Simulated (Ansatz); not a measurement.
Relaxed-ion elastic tensor of SiSnO$_{3}$ in space group P4mm (No. 99; Si on 1b, Sn on 1a, O on 1b, O on 2c) in GPa (Voigt order), plane-wave PAW PBEsol (Ansatz code); density 5.74 g/cm³, 11.27 Å³ per atom.

```
      1     2     3     4     5    6
-  ----  ----  ----  ----  ----  ---
1   256   203  73.8   0.0   0.0  0.0
2   203   256  73.8   0.0   0.0  0.0
3  73.8  73.8  97.2   0.0   0.0  0.0
4   0.0   0.0   0.0  40.2   0.0  0.0
5   0.0   0.0   0.0   0.0  40.2  0.0
6   0.0   0.0   0.0   0.0   0.0  178
```

Question: Is the crystal mechanically stable?

Answer: Yes: the smallest eigenvalue of C is 40.2 GPa.

Question: Work out the Voigt, Reuss and Hill averages.

Answer: K_V = 146, K_R = 94.2, K_H = 120; G_V = 68.9, G_R = 42.1, G_H = 55.5 GPa.

Question: Give Young's modulus, Poisson's ratio, Pugh's ratio and the universal anisotropy index.

Answer: E = 9KG/(3K + G) = 144 GPa; ν = 0.30; K/G = 2.16 (ductile by the Pugh limit of 1.75); A_U = 5G_V/G_R + K_V/K_R − 6 = 3.74.

Question: Estimate the sound speeds and the Debye temperature.

Answer: v_l = √((K + 4G/3)/ρ) = 5810 m/s, v_t = √(G/ρ) = 3110 m/s, mean 3470 m/s; Θ = (h/k)(3n/4πV)^(1/3) v_m = 461 K.

Question: How much does each axis shrink under pressure?

Answer: Linear compressibilities β_i = Σ_j S_ij (j = 1 to 3): x 0.69, y 0.69, z 9.2 per TPa.

A made-up cell: these elements were put on the sites of a structure type; neither database checked (COD, Materials Project) lists it. Whether it is the stable phase at ambient conditions was not checked. The PBEsol relaxation kept the symmetry of its start; whether a distortion lowers the energy is not shown. Scalar-relativistic: spin–orbit coupling is off unless named, which matters more the heavier the elements.

Potentials: the later of the program's two PAW sets.
